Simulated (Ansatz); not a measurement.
RuW (rock salt, Fm-3m), DFT-PBEsol in the program Ansatz with PAW potentials, all energies at zero smearing, with the estimated change up to a 700 eV cutoff added, with one set of potentials and settings (totals compare only within such a set). Cell of 2 atoms (1 Ru, 1 W): -16071.011 eV.

```tsv
element	reference phase	E (eV/atom)
Ru	P6_3/mmc, 2 atoms in the cell	-5816.5026
W	Im-3m, 1 atoms in the cell	-10256.5620
```

Formation energy per atom, worked out: (-16071.011 − 1×(-5816.5026) − 1×(-10256.5620))/2 = 1.027 eV/atom (99 kJ per mol of atoms), at 0 K, without zero-point energy or fitted corrections.

The start of the workflow was typed in or built on a structure type; neither database checked (COD, Materials Project) lists it. Whether it is the stable phase at ambient conditions was not checked. Symmetry was held in the PBEsol relaxation; whether a distortion lowers the energy is not shown. No spin polarisation was allowed. Its formation energy is positive at this level, so the cell may be metastable or incomplete. The references are the lowest solids computed at this level, not always the standard phases. Spin–orbit coupling is left out wherever it is not named.

Potentials: the later of the program's two PAW sets.
